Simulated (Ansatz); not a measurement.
A generator proposed this cell of Al2Ga3As5.

```cif
data_structure
_symmetry_space_group_name_H-M 'P 1'
_symmetry_Int_Tables_number 1
_cell_length_a 13.9833
_cell_length_b 13.9833
_cell_length_c 13.9833
_cell_angle_alpha 164.058
_cell_angle_beta 164.058
_cell_angle_gamma 22.620
_cell_volume 206.24
loop_
_atom_site_label
_atom_site_type_symbol
_atom_site_fract_x
_atom_site_fract_y
_atom_site_fract_z
_atom_site_occupancy
Al1 Al 0.20000 0.20000 0.00000 1
Al2 Al 0.80000 0.80000 0.00000 1
Ga1 Ga 0.00000 0.00000 0.00000 1
Ga2 Ga 0.60000 0.60000 0.00000 1
Ga3 Ga 0.40000 0.40000 0.00000 1
As1 As 0.55000 0.05000 0.50000 1
As2 As 0.15000 0.65000 0.50000 1
As3 As 0.75000 0.25000 0.50000 1
As4 As 0.35000 0.85000 0.50000 1
As5 As 0.95000 0.45000 0.50000 1
```

Computed with Ansatz, DFT PBE, scalar-relativistic, plane waves, PAW. Cutoff 420 eV; k points 6×6×6 on the computed 10-atom cell (Γ-centred); Gaussian smearing, width 0.10 eV; no spin polarisation.

Formation energies are uncorrected and refer to the elements' standard structures at the same level.

Q: Estimate its pressure, forces and energy as it stands.

A: The pressure is 11.7 GPa (the mean over three directions, positive in compression), the largest force is 0.09 eV/Å, and the energy is −0.31 eV/atom against the elements. The shortest distance is 2.37 Å.

Q: How much does it gain on relaxing, and where does it end?

A: Relaxing gains about 0.10 eV/atom in 9 ionic steps and ends at −0.405 eV/atom on the finer mesh. The symmetry stays I-4m2 (No. 119). The volume per atom grows by 14.5 %, from 20.6 to 23.6 Å³. The shortest distance goes from 2.37 Å (Al–As and Ga–As) to 2.48 Å (Al–As). Conventional cell: a = 4.058 Å, c = 28.698 Å. Al is surrounded by 4 As at 2.48 Å; around Ga on a site of symmetry -4m2 lie 4 As at 2.49 Å; As on a site of symmetry 2mm has 4 Ga at 2.49 Å; 3 more sites not described.

The last run used a 10×10×10 mesh for its 10-atom cell and Gaussian smearing of 0.02 eV. The reference form of As is held partly by dispersion forces, which this level lacks. The relaxation can't lower the symmetry of the start. A later test with randomly moved atoms came back to the same energy, though modes that don't fit the test's cell weren't probed.
